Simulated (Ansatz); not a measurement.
## Sensitivity of the gradients in ZnO with fluorine replacing O to the input

This input was run with Ansatz:

```yaml
crystal:
  lattice:
    - [6.498616, 0.0, 0.0]
    - [-4.873962, 8.4419498181, 0.0]
    - [0.0, 0.0, 10.411418]
  atoms:
    - { symbol: Zn, position: [0.1666666666, 0.2222222222, 0.25] }
    - { symbol: Zn, position: [0.1666666666, 0.2222222222, 0.75] }
    - { symbol: Zn, position: [0.1666666666, 0.5555555556, 0.25] }
    - { symbol: Zn, position: [0.1666666666, 0.5555555556, 0.75] }
    - { symbol: Zn, position: [0.1666666666, 0.8888888889, 0.25] }
    - { symbol: Zn, position: [0.1666666666, 0.8888888889, 0.75] }
    - { symbol: Zn, position: [0.6666666666, 0.2222222222, 0.25] }
    - { symbol: Zn, position: [0.6666666666, 0.2222222222, 0.75] }
    - { symbol: Zn, position: [0.6666666666, 0.5555555556, 0.25] }
    - { symbol: Zn, position: [0.6666666666, 0.5555555556, 0.75] }
    - { symbol: Zn, position: [0.6666666666, 0.8888888889, 0.25] }
    - { symbol: Zn, position: [0.6666666666, 0.8888888889, 0.75] }
    - { symbol: Zn, position: [0.3333333334, 0.1111111111, 0.0] }
    - { symbol: Zn, position: [0.3333333334, 0.1111111111, 0.5] }
    - { symbol: Zn, position: [0.3333333334, 0.4444444444, 0.0] }
    - { symbol: Zn, position: [0.3333333334, 0.4444444444, 0.5] }
    - { symbol: Zn, position: [0.3333333334, 0.7777777778, 0.0] }
    - { symbol: Zn, position: [0.3333333334, 0.7777777778, 0.5] }
    - { symbol: Zn, position: [0.8333333334, 0.1111111111, 0.0] }
    - { symbol: Zn, position: [0.8333333334, 0.1111111111, 0.5] }
    - { symbol: Zn, position: [0.8333333334, 0.4444444444, 0.0] }
    - { symbol: Zn, position: [0.8333333334, 0.4444444444, 0.5] }
    - { symbol: Zn, position: [0.8333333334, 0.7777777778, 0.0] }
    - { symbol: Zn, position: [0.8333333334, 0.7777777778, 0.5] }
    - { symbol: F, position: [0.3333333334, 0.1111111111, 0.189505] }
    - { symbol: O, position: [0.3333333334, 0.1111111111, 0.689505] }
    - { symbol: O, position: [0.3333333334, 0.4444444444, 0.189505] }
    - { symbol: O, position: [0.3333333334, 0.4444444444, 0.689505] }
    - { symbol: O, position: [0.3333333334, 0.7777777778, 0.189505] }
    - { symbol: O, position: [0.3333333334, 0.7777777778, 0.689505] }
    - { symbol: O, position: [0.8333333334, 0.1111111111, 0.189505] }
    - { symbol: O, position: [0.8333333334, 0.1111111111, 0.689505] }
    - { symbol: O, position: [0.8333333334, 0.4444444444, 0.189505] }
    - { symbol: O, position: [0.8333333334, 0.4444444444, 0.689505] }
    - { symbol: O, position: [0.8333333334, 0.7777777778, 0.189505] }
    - { symbol: O, position: [0.8333333334, 0.7777777778, 0.689505] }
    - { symbol: O, position: [0.1666666666, 0.2222222222, 0.439505] }
    - { symbol: O, position: [0.1666666666, 0.2222222222, 0.939505] }
    - { symbol: O, position: [0.1666666666, 0.5555555556, 0.439505] }
    - { symbol: O, position: [0.1666666666, 0.5555555556, 0.939505] }
    - { symbol: O, position: [0.1666666666, 0.8888888889, 0.439505] }
    - { symbol: O, position: [0.1666666666, 0.8888888889, 0.939505] }
    - { symbol: O, position: [0.6666666666, 0.2222222222, 0.439505] }
    - { symbol: O, position: [0.6666666666, 0.2222222222, 0.939505] }
    - { symbol: O, position: [0.6666666666, 0.5555555556, 0.439505] }
    - { symbol: O, position: [0.6666666666, 0.5555555556, 0.939505] }
    - { symbol: O, position: [0.6666666666, 0.8888888889, 0.439505] }
    - { symbol: O, position: [0.6666666666, 0.8888888889, 0.939505] }
total_charge: 1
kpoints:
  mp_grid: { grid: [3, 2, 2], shift: [0.5, 0.5, 0.5] }
scf:
  occupations: { method: fermi_dirac, width: 0.01 }
  initial_density: { chi_scale: 0.0 }
  convergence: { dr2_threshold: 1.0e-09 }
hamiltonian:
  xc: pbe
  pseudopotentials: { kind: paw }
output:
  forces: true
  stress: true
  populations: true
  efg:
    quadrupole_moments_barn: { Zn: 0.122, O: -0.02558 }
    contact_densities: true
```

It converged. Of its output the block on the nuclei alone is shown, without the SCF iterations, energies, forces and stress (one atom of each set, the first 14 sets):

```
--- PAW observables at the nuclei: V_zz in 10²¹ V/m², potentials from the cell's mean, atoms counted from 1 ---
  atom   1  Zn V_zz =    +6.549682   η = 0.1120   by run symmetry: allowed   C_q = +19.3212 MHz
            electrostatic potential = -3944.095562 V   contact ρ = 166591.354089 e/Å³
  atom   2  Zn V_zz =    +0.861998   η = 0.1726   by run symmetry: allowed   C_q = +2.5428 MHz
            electrostatic potential = -3945.199077 V   contact ρ = 166591.152769 e/Å³
  atom   3  Zn V_zz =    -0.578091   η = 0.3686   by run symmetry: allowed   C_q = -1.7053 MHz
            electrostatic potential = -3944.940566 V   contact ρ = 166590.919486 e/Å³
  atom   4  Zn V_zz =    +0.274560   η = 0.1098   by run symmetry: allowed   C_q = +0.8099 MHz
            electrostatic potential = -3945.319915 V   contact ρ = 166591.131696 e/Å³
  atom   5  Zn V_zz =    +6.740583   η = 0.0192   by run symmetry: allowed   C_q = +19.8844 MHz
            electrostatic potential = -3944.186058 V   contact ρ = 166591.633075 e/Å³
  atom   6  Zn V_zz =    +0.820321   η = 0.1651   by run symmetry: allowed   C_q = +2.4199 MHz
            electrostatic potential = -3945.225824 V   contact ρ = 166591.155808 e/Å³
  atom   7  Zn V_zz =    +6.553764   η = 0.1162   by run symmetry: allowed   C_q = +19.3333 MHz
            electrostatic potential = -3944.099405 V   contact ρ = 166591.383594 e/Å³
  atom   8  Zn V_zz =    +0.855764   η = 0.1678   by run symmetry: allowed   C_q = +2.5245 MHz
            electrostatic potential = -3945.199259 V   contact ρ = 166591.153759 e/Å³
  atom   9  Zn V_zz =    -0.501814   η = 0.4773   by run symmetry: allowed   C_q = -1.4803 MHz
            electrostatic potential = -3944.974403 V   contact ρ = 166591.128332 e/Å³
  atom  10  Zn V_zz =    +0.269594   η = 0.1375   by run symmetry: allowed   C_q = +0.7953 MHz
            electrostatic potential = -3945.319841 V   contact ρ = 166591.129983 e/Å³
  atom  11  Zn V_zz =    -0.478142   η = 0.8199   by run symmetry: allowed   C_q = -1.4105 MHz
            electrostatic potential = -3944.924522 V   contact ρ = 166591.322792 e/Å³
  atom  12  Zn V_zz =    +0.315438   η = 0.3417   by run symmetry: allowed   C_q = +0.9305 MHz
            electrostatic potential = -3945.294694 V   contact ρ = 166591.142172 e/Å³
  atom  13  Zn V_zz =    +6.968934   η = 0.0105   by run symmetry: allowed   C_q = +20.5580 MHz
            electrostatic potential = -3944.229341 V   contact ρ = 166591.797227 e/Å³
  atom  14  Zn V_zz =    -0.078986   η = 0.5832   by run symmetry: allowed   C_q = -0.2330 MHz
            electrostatic potential = -3945.016137 V   contact ρ = 166591.449323 e/Å³
```

**Question.** Can these gradients be trusted, and how do they compare with a run on standard settings?

**Answer.** As results of these settings, within the limits told below. Against the standard input the change is `scf.initial_density.chi_scale`: not typed → 0.0; `kpoints.mp_grid.shift`: not typed → [0.5, 0.5, 0.5]; `scf.convergence.dr2_threshold`: not typed → 1e-09. A site carries the number of its first atom; V_zz in 10²¹ V/m².

```csv
site,atom,V_zz standard,η standard,V_zz here,η here
Zn1,1,6.56,0.11,6.55,0.11
Zn5,5,6.76,0.02,6.74,0.02
Zn6,6,0.84,0.18,0.82,0.17
Zn13,13,6.99,0.01,6.97,0.01
F,25,-0.45,0.73,-0.45,0.73
O26,26,0.19,0.41,0.17,0.82
O28,28,-0.14,0.38,-0.11,0.41
O29,29,1.55,0.48,1.55,0.47
O30,30,-0.098,0.67,-0.13,0.34
O36,36,-0.097,0.67,-0.079,0.46
O33,33,1.59,0.41,1.56,0.44
O34,34,-0.15,0.38,-0.13,0.37
O46,46,-0.23,0.93,-0.25,0.68
```

The largest change of V_zz along a kept axis is on O30, from -0.098 to -0.13. In per cent, |V_zz| changes by -3 to 0 on Zn, -2 to 0 on O (all sites that start above 0.5). Where |V_zz| stays above 0.1 and the axes keep their order, η moves most on O26, from 0.41 to 0.82. On O45 (not in the table) V_xx and V_yy change places (or their axes turn by over 50°), so the two values of η hide a larger change. On O32 (not in the table) the largest principal value lies along another axis in the second run, so the two V_zz can't be compared directly. The table leaves out 35 of the 48 sites, with |V_zz| up to 6.58; their tensors move by 0.06 at most along any direction. The statements above cover all sites. SCF iterations: 11 and 16.

On the reference run: The defect repeats with the cell of 48 atoms, so it feels its images: sites between two images don't show the values beside a lone defect, and zeros or small values of η there can come from the images' arrangement. O and Zn carry a gradient in the pure host already, so the values there aren't the defect's effect alone. A uniform background compensates the cell's charge. With a gap of 0.5 eV on this mesh, small gradients can still move by 0.1 × 10²¹ V/m² or more as the k-mesh gets denser. The cell keeps the host's lattice, where the PBE pressure is 6 GPa (in a charged cell this depends on the convention for the mean potential). The neighbours have not yet relaxed around the defect (largest force 2.5 eV/Å), so a real crystal will differ.
